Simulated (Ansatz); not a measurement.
Below is a relaxed structure of Sn2PbO3. The cell was found from a structure generator's guess, not taken from experiment.

Method: Ansatz 0.2.0, DFT PBE, scalar-relativistic, plane waves, PAW. Cutoff 420 eV, Γ-centred mesh, Gaussian smearing, no spin polarisation.

```cif
data_structure
_symmetry_space_group_name_H-M 'P 1'
_symmetry_Int_Tables_number 1
_cell_length_a 8.7633
_cell_length_b 8.7633
_cell_length_c 5.2582
_cell_angle_alpha 90.874
_cell_angle_beta 90.874
_cell_angle_gamma 36.911
_cell_volume 242.48
loop_
_atom_site_label
_atom_site_type_symbol
_atom_site_fract_x
_atom_site_fract_y
_atom_site_fract_z
_atom_site_occupancy
Sn1 Sn 0.25416 0.25416 0.21484 1
Sn2 Sn 0.91628 0.91628 0.20363 1
Sn3 Sn 0.74584 0.74584 0.78516 1
Sn4 Sn 0.08372 0.08372 0.79637 1
Pb1 Pb 0.58380 0.58380 0.25049 1
Pb2 Pb 0.41620 0.41620 0.74951 1
O1 O 0.41335 0.92382 0.01081 1
O2 O 0.07618 0.58665 0.98919 1
O3 O 0.76026 0.23974 0.00000 1
O4 O 0.92382 0.41335 0.01081 1
O5 O 0.58665 0.07618 0.98919 1
O6 O 0.23974 0.76026 0.00000 1
```

Energies over the elements count from the elements' standard structures at the same level (O₂ as a molecule), with no fitted energy shifts. The references include grey tin.

(1) Find its symmetry and describe it.

(2) What is its formation energy per atom?

(3) Is it a metal?

## Answers

(1) C2/m (No. 12). Conventional cell: a = 16.625 Å, b = 5.548 Å, c = 5.258 Å, β = 90.9°. Sn on its first site has 4 O at 2.23–2.26 Å; Sn on its second site has 4 O at 2.21–2.25 Å; Pb has 4 O at 2.37–2.39 Å; O on a site of symmetry 1 has 3 Sn at 2.23–2.26 Å, 1 Pb at 2.37 Å and 4 O at 2.71–2.83 Å; 1 more site not described.

(2) −1.219 eV/atom. A negative formation energy is needed for stability but isn't enough: competing phases decide.

(3) No, the gap on the 6×6×6 mesh is 0.97 eV.

The last run used a 6×6×6 mesh for its 12-atom cell and Gaussian smearing of 0.02 eV. No dispersion correction is applied, so the spacing and binding between layers, chains or molecules are poorly described. Spin–orbit coupling, which can matter for Pb, is left out. Kohn–Sham gaps at this level usually fall short of measured ones. The missing spin–orbit coupling can work the other way here. A structure relaxed within its symmetry needn't be a true minimum.
